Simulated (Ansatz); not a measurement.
A crystal relaxed with r2SCAN+rVV10 in the PAW code Ansatz has space group P6_3/mmc (No. 194) and a = 3.170 Å, c = 12.491 Å.

```tsv
atom	site	x	y	z
Xx	2c	0.3333	0.6667	0.2500
S	4f	0.6667	0.3333	0.3751
```

r2SCAN gives an indirect gap of 1.15 eV, from Γ to K–Γ (0.48 of the way from K); the least direct gap is 1.90 eV at K. With HSE06 the valence top lies at Γ and the conduction bottom at K–Γ (0.48 of the way from K), 1.57 eV higher; the smallest vertical gap, at K, is 2.26 eV. Meshes: r2SCAN 12×12×2, HSE06 6×6×2. r2SCAN's ε∞ is 13.3 along x and y, 5.4 along z.

Q: Which element is Xx?
A. Cr
B. W
C. Mo

A: B. Xx is W: WS2 built on the 2H-MoS2 prototype. W has 6 S at 2.41 Å; S has 3 W at 2.41 Å.

No spin polarisation and no zero-point or thermal motion.

No spin-orbit coupling is included; it can move band edges with weight on the heavy atoms by tenths of an eV.

Where an edge lies off the special points, it is a point of the mesh or the k point where a search put PBE's edge or least direct gap, reused for the other functionals, whose own edges may lie a little apart.

The meshes of the hybrids are coarse, so their gaps aren't converged to the digits shown.
